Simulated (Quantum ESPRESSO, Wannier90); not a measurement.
Tight-binding from DFT: Sn (Immm)

```xyz
1
Lattice="-1.7265 1.7755 2.3383 1.7265 -1.7755 2.3383 1.7265 1.7755 -2.3383" Properties=species:S:1:pos:R:3 pbc="T T T"
Sn     0.0000     0.0000     0.0000
```

Structure: Materials Project mp-623511, symmetrised, not relaxed again. Not found in the COD (Crystallography Open Database) copy used, which has the formula in other groups; not checked further. Level: PBEsol, no spin polarisation, no spin-orbit coupling; pw.x of Quantum ESPRESSO at 58 Ry with PseudoDojo potentials, 12×12×12 k-points, Wannier90. Density: 16×16×16 mesh, cold smearing 0.01 Ry. Spin-orbit coupling is left out although heavy elements are present.

A tight-binding model is made by disentanglement and projection with no localisation steps (num_iter = 0), so the 4 orbitals stay atom-like: hydrogen-like Sn: s;p, axes along x, y, z; frozen window up to 1.50 eV relative to the Fermi level. It follows pw.x to 12 meV rms for states up to 1.0 eV relative to the Fermi level. Matrix elements depend on this choice of orbitals and windows.

The 30 largest hoppings ⟨m,0|H|n,R⟩ between different sites (one of each Hermitian pair; signs follow the real orbitals' lobes; the list may end inside a set of equal values):

```csv
m,n,R,distance of the centres (Å),t (eV)
Sn1 px,Sn1 px,0 1 1,3.45,1.476
Sn1 py,Sn1 py,1 0 1,3.55,1.310
Sn1 s,Sn1 px,0 1 1,3.45,0.751
Sn1 px,Sn1 s,0 1 1,3.45,-0.751
Sn1 pz,Sn1 py,0 0 1,3.41,-0.662
Sn1 py,Sn1 pz,0 0 1,3.41,-0.662
Sn1 pz,Sn1 py,0 1 0,3.41,-0.662
Sn1 py,Sn1 pz,0 1 0,3.41,-0.662
Sn1 pz,Sn1 py,1 0 0,3.41,0.662
Sn1 py,Sn1 pz,1 0 0,3.41,0.662
Sn1 pz,Sn1 py,1 1 1,3.41,0.662
Sn1 py,Sn1 pz,1 1 1,3.41,0.662
Sn1 s,Sn1 py,1 0 1,3.55,0.635
Sn1 py,Sn1 s,1 0 1,3.55,-0.635
Sn1 pz,Sn1 pz,0 0 1,3.41,0.626
Sn1 pz,Sn1 pz,0 1 0,3.41,0.626
Sn1 pz,Sn1 pz,1 0 0,3.41,0.626
Sn1 pz,Sn1 pz,1 1 1,3.41,0.626
Sn1 pz,Sn1 px,0 0 1,3.41,-0.624
Sn1 px,Sn1 pz,0 0 1,3.41,-0.624
Sn1 pz,Sn1 px,0 1 0,3.41,0.624
Sn1 px,Sn1 pz,0 1 0,3.41,0.624
Sn1 pz,Sn1 px,1 0 0,3.41,-0.624
Sn1 px,Sn1 pz,1 0 0,3.41,-0.624
Sn1 pz,Sn1 px,1 1 1,3.41,0.624
Sn1 px,Sn1 pz,1 1 1,3.41,0.624
Sn1 s,Sn1 pz,0 0 1,3.41,-0.582
Sn1 pz,Sn1 s,0 0 1,3.41,0.582
Sn1 s,Sn1 pz,0 1 0,3.41,0.582
Sn1 pz,Sn1 s,0 1 0,3.41,-0.582
```
